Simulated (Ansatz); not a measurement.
Zn₃InGaO₆:
```cif
data_GaInO6Zn3
_chemical_formula_sum 'Zn3 In1 Ga1 O6'
_space_group_name_H-M_alt 'P 1'
_space_group_IT_number 1
_cell_length_a 13.92039
_cell_length_b 13.92039
_cell_length_c 13.92039
_cell_angle_alpha 13.572
_cell_angle_beta 13.572
_cell_angle_gamma 13.572
loop_
_space_group_symop_operation_xyz
  'x, y, z'
loop_
_atom_site_label
_atom_site_type_symbol
_atom_site_fract_x
_atom_site_fract_y
_atom_site_fract_z
_atom_site_occupancy
Zn1 Zn 0.26109 0.26109 0.26109 1
Zn2 Zn 0.74134 0.74134 0.74134 1
Zn3 Zn 0.86572 0.86572 0.86572 1
In1 In 0.00122 0.00122 0.00122 1
Ga1 Ga 0.13689 0.13689 0.13689 1
O1 O 0.91333 0.91333 0.91333 1
O2 O 0.08935 0.08935 0.08935 1
O3 O 0.18467 0.18467 0.18467 1
O4 O 0.80378 0.80378 0.80378 1
O5 O 0.69421 0.69421 0.69421 1
O6 O 0.30844 0.30844 0.30844 1
```

Relaxed with PBEsol.

Question: Which orbitals make up the states near the band edges in plane-wave PAW PBEsol (Ansatz code)?

Answer: Top 1 eV of the valence band: O 2p 79 %, Zn 3d 17 %. Bottom 1 eV of the conduction band: Zn 4s 30 %, O 2s 25 %, O 2p 18 %, In 5s 13 %, Ga 4s 9 %. Projections are on Löwdin-orthogonalised atomic valence shells; empty p or d shells of many metals are not among them.

Question: Tabulate the density of states.

Answer: States/eV per cell of 11 atoms, in 0.25 eV bins, energy from the valence-band maximum.

```tsv
E (eV)	total	O 2p	Zn 3d	Zn 4s
-7.85	0.00	0.00	0.00	0.00
-7.60	0.18	0.10	0.01	0.00
-7.35	1.76	1.03	0.10	0.01
-7.10	2.04	1.20	0.12	0.02
-6.85	0.89	0.51	0.07	0.01
-6.60	0.67	0.39	0.07	0.01
-6.35	0.60	0.34	0.08	0.02
-6.10	1.07	0.61	0.18	0.02
-5.85	7.91	3.76	2.62	0.21
-5.60	13.68	6.09	5.59	0.79
-5.35	16.51	5.96	9.30	0.58
-5.10	23.02	7.61	14.04	0.55
-4.85	13.21	4.47	7.95	0.33
-4.60	11.32	3.08	7.44	0.18
-4.35	19.54	2.72	16.09	0.13
-4.10	26.31	2.81	22.63	0.20
-3.85	8.11	2.23	5.17	0.16
-3.60	7.43	2.88	3.69	0.25
-3.35	9.35	4.10	4.01	0.33
-3.10	6.81	3.67	2.17	0.27
-2.85	7.82	4.49	2.28	0.26
-2.60	6.32	4.00	1.45	0.19
-2.35	5.36	3.53	1.16	0.14
-2.10	8.67	6.22	1.57	0.16
-1.85	7.65	5.68	1.34	0.07
-1.60	8.43	6.34	1.50	0.05
-1.35	9.57	7.32	1.62	0.07
-1.10	9.17	7.18	1.51	0.04
-0.85	11.29	8.99	1.80	0.04
-0.60	12.73	10.19	2.13	0.02
-0.35	5.49	4.26	1.08	0.01
-0.10	1.09	0.82	0.25	0.00
0.15	0.00	0.00	0.00	0.00
0.40	0.00	0.00	0.00	0.00
0.65	0.00	0.00	0.00	0.00
0.90	0.00	0.00	0.00	0.00
1.15	0.02	0.00	0.00	0.01
1.40	0.07	0.01	0.00	0.02
1.65	0.11	0.02	0.00	0.03
1.90	0.16	0.03	0.00	0.05
2.15	0.22	0.05	0.00	0.06
2.40	0.28	0.07	0.00	0.07
2.65	0.36	0.09	0.00	0.09
2.90	0.45	0.12	0.00	0.11
3.15	0.53	0.14	0.00	0.12
3.40	0.64	0.17	0.00	0.15
3.65	0.77	0.21	0.00	0.18
3.90	0.94	0.25	0.00	0.21
4.15	1.10	0.29	0.00	0.24
4.40	1.23	0.32	0.00	0.26
4.65	1.50	0.38	0.00	0.31
4.90	1.94	0.47	0.00	0.39
5.15	2.72	0.61	0.00	0.52
5.40	3.58	0.77	0.01	0.65
5.65	3.54	0.75	0.01	0.75
5.90	3.90	0.73	0.01	0.94
```

Space group R3m. The first step of the workflow began from a Materials Project structure, measured or hypothetical; the Crystallography Open Database copy checked does not list it. Its standing as an ambient phase is unchecked. Symmetry was held in the PBEsol relaxation; its stability against distortions is not shown here. Scalar-relativistic: spin–orbit coupling is off unless named, which matters more the heavier the elements.

Potentials: the later of the program's two PAW sets.
